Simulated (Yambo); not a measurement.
```
CELL_PARAMETERS angstrom
      3.32626    -4.19431     0.00000
      3.32626     4.19431     0.00000
     -1.16029     0.00000     4.40835
ATOMIC_POSITIONS crystal
  O  0.62606 0.93020 0.27708
  O  0.37394 0.06980 0.72292
  O  0.06980 0.37394 0.72292
  O  0.93020 0.62606 0.27708
  O  0.38011 0.38011 0.21278
  O  0.61989 0.61989 0.78722
  O  0.00000 0.00000 0.00000
  P  0.78545 0.78545 0.09292
  P  0.21455 0.21455 0.90708
  Zn 0.30934 0.69066 0.50000
  Zn 0.69066 0.30934 0.50000
```

Response from Yambo on PBEsol (Quantum ESPRESSO, PseudoDojo norm-conserving, 84 Ry, no spin-orbit coupling) bands: 4×4×4 mesh, 117 bands, 3 Ry local-field block, 0.2 eV broadening.

Q: Give the static electronic dielectric constant without and with local fields along each axis.

A: 
```tsv
field along	ε(0), independent particles	ε(0), RPA with local fields	refractive index √ε
x	3.34	3.21	1.79
y	3.36	3.17	1.78
z	3.28	3.13	1.77
```
Electronic (clamped-ion) response only. PBEsol gaps are usually too small, which raises these values. Convergence of the RPA response with its 4×4×4 mesh was not tested. x, y and z are Cartesian axes of the cell as given.

Geometry of the Materials Project entry, not relaxed at this level.

The structure is a Materials Project entry; no match was found in the copy of COD used, and its stability was not checked.
